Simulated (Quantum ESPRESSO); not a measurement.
Ge5Si2, input and log of a self-consistent run

A calculation, not a measurement. The program is pw.x of Quantum ESPRESSO 7.5 (plane-wave density functional theory). The cell is made up: 7 atoms on a zincblende/diamond lattice with one site empty, with randomly drawn elements, strain and displacements, not relaxed. PseudoDojo standard norm-conserving files (v0.5 for PBE, v0.4.1 for LDA and PBEsol) set the functional; there is no spin polarisation, spin-orbit coupling or dispersion term, and the masses in the input are unused placeholders. A spin-polarised start on this cell or one of its family kept no moment.

Input:

```
&control calculation='scf', pseudo_dir='./dojo.nc.sr.pbe.v0_5.standard.upf', outdir='./o', disk_io='low', tprnfor=.true., tstress=.true. /
&system ibrav=0, nat=7, ntyp=2, nbnd=49, ecutwfc=77.98206166, nosym=.true., tot_charge=0,
 occupations='smearing', smearing='fd', degauss=0.0073498644
/
&electrons conv_thr=7.350e-09, electron_maxstep=60, /
ATOMIC_SPECIES
Ge 1.0 Ge.upf
Si 1.0 Si.upf
CELL_PARAMETERS angstrom
5.783 0.0 0.0
0.0 5.783 0.0
0.0 0.0 5.783
ATOMIC_POSITIONS angstrom
Ge -0.0252 0.0331 0.0283
Ge 2.7536 0.0173 2.9939
Ge 2.9324 2.8825 0.0716
Si 1.5533 1.4241 1.3341
Si 1.3997 4.3487 4.2753
Ge 4.2845 1.3757 4.3503
Ge 4.3453 4.4358 1.3143
K_POINTS automatic
6 6 6 1 1 1
```

The log is shortened where brackets say so; the opening notice, blank lines, dates and the lines on written files are dropped, and the path of the files is cut. It prints rydbergs, bohrs and kilobars, and counts compression as positive stress.

```
     Program PWSCF v.7.5
     Parallel version (MPI & OpenMP), running on       4 processor cores
     Number of MPI processes:                 4
     Threads/MPI process:                     1
     [start-up lines left out]
     bravais-lattice index     =            0
     lattice parameter (alat)  =      10.9283  a.u.
     unit-cell volume          =    1305.1372 (a.u.)^3
     number of atoms/cell      =            7
     number of atomic types    =            2
     number of electrons       =        78.00
     number of Kohn-Sham states=           49
     kinetic-energy cutoff     =      77.9821  Ry
     charge density cutoff     =     311.9282  Ry
     scf convergence threshold =      7.3E-09
     mixing beta               =       0.7000
     number of iterations used =            8  plain     mixing
     Exchange-correlation= PBE
                           (   1   4   3   4   0   0   0)
     [axes and pseudopotential details left out]
   Cartesian axes
     site n.     atom                  positions (alat units)
         1        Ge     tau(   1) = (  -0.0043576   0.0057237   0.0048937  )
         2        Ge     tau(   2) = (   0.4761542   0.0029915   0.5177071  )
         3        Ge     tau(   3) = (   0.5070725   0.4984437   0.0123811  )
         4        Si     tau(   4) = (   0.2685976   0.2462563   0.2306934  )
         5        Si     tau(   5) = (   0.2420370   0.7519799   0.7392876  )
         6        Ge     tau(   6) = (   0.7408784   0.2378869   0.7522566  )
         7        Ge     tau(   7) = (   0.7513920   0.7670413   0.2272696  )
     number of k points=   108  Fermi-Dirac smearing, width (Ry)=  0.0073
     Number of k-points >= 100: set verbosity='high' to print them.
     Dense  grid:   121409 G-vectors     FFT dimensions: (  64,  64,  64)
     Estimated max dynamical RAM per process >     467.86 MB
     Estimated total dynamical RAM >       1.74 GB
     Initial potential from superposition of free atoms
     starting charge      77.9947, renormalised to      78.0000
     Starting wfcs are   53 randomized atomic wfcs
     total cpu time spent up to now is        9.2 secs
     per-process dynamical memory:   410.0 Mb
     Self-consistent Calculation
     iteration #  1     ecut=    77.98 Ry     beta= 0.70
     Davidson diagonalization with overlap
     ethr =  1.00E-02,  avg # of iterations =  3.0
     Threshold (ethr) on eigenvalues was too large:
     Diagonalizing with lowered threshold
     Davidson diagonalization with overlap
     ethr =  1.17E-04,  avg # of iterations =  7.4
     total cpu time spent up to now is       65.4 secs
     total energy              =    -909.87560741 Ry
     estimated scf accuracy    <       0.10551081 Ry
     iteration #  2     ecut=    77.98 Ry     beta= 0.70
     Davidson diagonalization with overlap
     ethr =  1.35E-04,  avg # of iterations =  2.0
     total cpu time spent up to now is       87.7 secs
     total energy              =    -909.87770524 Ry
     estimated scf accuracy    <       0.03032868 Ry
     iteration #  3     ecut=    77.98 Ry     beta= 0.70
     Davidson diagonalization with overlap
     ethr =  3.89E-05,  avg # of iterations =  2.6
     total cpu time spent up to now is      110.3 secs
     total energy              =    -909.88321573 Ry
     estimated scf accuracy    <       0.02640996 Ry
     iteration #  4     ecut=    77.98 Ry     beta= 0.70
     Davidson diagonalization with overlap
     ethr =  3.39E-05,  avg # of iterations =  2.0
     total cpu time spent up to now is      130.1 secs
     total energy              =    -909.88809743 Ry
     estimated scf accuracy    <       0.00374818 Ry
     iteration #  5     ecut=    77.98 Ry     beta= 0.70
     Davidson diagonalization with overlap
     ethr =  4.81E-06,  avg # of iterations =  3.6
     total cpu time spent up to now is      153.5 secs
     total energy              =    -909.88881518 Ry
     estimated scf accuracy    <       0.00007017 Ry
     iteration #  6     ecut=    77.98 Ry     beta= 0.70
     Davidson diagonalization with overlap
     ethr =  9.00E-08,  avg # of iterations =  4.2
     total cpu time spent up to now is      180.4 secs
     total energy              =    -909.88882833 Ry
     estimated scf accuracy    <       0.00006001 Ry
     iteration #  7     ecut=    77.98 Ry     beta= 0.70
     Davidson diagonalization with overlap
     ethr =  7.69E-08,  avg # of iterations =  2.2
     total cpu time spent up to now is      201.1 secs
     total energy              =    -909.88884054 Ry
     estimated scf accuracy    <       0.00001108 Ry
     iteration #  8     ecut=    77.98 Ry     beta= 0.70
     Davidson diagonalization with overlap
     ethr =  1.42E-08,  avg # of iterations =  2.0
     total cpu time spent up to now is      221.0 secs
     total energy              =    -909.88884234 Ry
     estimated scf accuracy    <       0.00000025 Ry
     iteration #  9     ecut=    77.98 Ry     beta= 0.70
     Davidson diagonalization with overlap
     ethr =  3.19E-10,  avg # of iterations =  4.0
     total cpu time spent up to now is      246.6 secs
     total energy              =    -909.88884242 Ry
     estimated scf accuracy    <       0.00000010 Ry
     iteration # 10     ecut=    77.98 Ry     beta= 0.70
     Davidson diagonalization with overlap
     ethr =  1.26E-10,  avg # of iterations =  2.0
     total cpu time spent up to now is      266.8 secs
     total energy              =    -909.88884244 Ry
     estimated scf accuracy    <       0.00000002 Ry
     iteration # 11     ecut=    77.98 Ry     beta= 0.70
     Davidson diagonalization with overlap
     ethr =  2.90E-11,  avg # of iterations =  2.0
     total cpu time spent up to now is      286.6 secs
     End of self-consistent calculation
     Number of k-points >= 100: set verbosity='high' to print the bands.
     the Fermi energy is     6.1283 ev
!    total energy              =    -909.88884244 Ry
     estimated scf accuracy    <          4.3E-09 Ry
     smearing contrib. (-TS)   =      -0.00606911 Ry
     internal energy E=F+TS    =    -909.88277334 Ry
     The total energy is F=E-TS. E is the sum of the following terms:
     one-electron contribution =    -611.74984137 Ry
     hartree contribution      =     348.03975041 Ry
     xc contribution           =    -223.82738655 Ry
     ewald contribution        =    -422.34529582 Ry
     convergence has been achieved in  11 iterations
     Forces acting on atoms (cartesian axes, Ry/au):
     atom    1 type  1   force =     0.05242297    0.01105539   -0.03470374
     atom    2 type  1   force =     0.01730136   -0.00060217   -0.04517472
     atom    3 type  1   force =    -0.01719290    0.01666062   -0.04534640
     atom    4 type  2   force =    -0.01718052   -0.01434948    0.02621361
     atom    5 type  2   force =    -0.01869091   -0.02966252    0.03218911
     atom    6 type  1   force =     0.00968921    0.02679378    0.00070106
     atom    7 type  1   force =    -0.02634921   -0.00989561    0.06612108
     Total force =     0.135922     Total SCF correction =     0.000305
     Computing stress (Cartesian axis) and pressure
          total   stress  (Ry/bohr**3)                   (kbar)     P=      -21.54
  -0.00014881   0.00017208  -0.00005450          -21.89       25.31       -8.02
   0.00017208  -0.00012122  -0.00004702           25.31      -17.83       -6.92
  -0.00005450  -0.00004702  -0.00016927           -8.02       -6.92      -24.90
     init_run     :      8.56s CPU      8.88s WALL (       1 calls)
     electrons    :    275.54s CPU    277.42s WALL (       1 calls)
     forces       :      2.80s CPU      2.82s WALL (       1 calls)
     stress       :      9.71s CPU      9.71s WALL (       1 calls)
     [timing details left out]
     PWSCF        :   4m56.99s CPU   4m59.38s WALL
     JOB DONE.
```

In other units: free energy -12379.668 eV for the cell, pressure -2.15 GPa, largest force component 1.700 eV/Å. A rerun of the same cell at another strain at 1347 eV and a 8 x 8 x 8 mesh moved values by no more than 0.004 eV in energy, 0.02 GPa in stress and 0.003 eV/Å in force.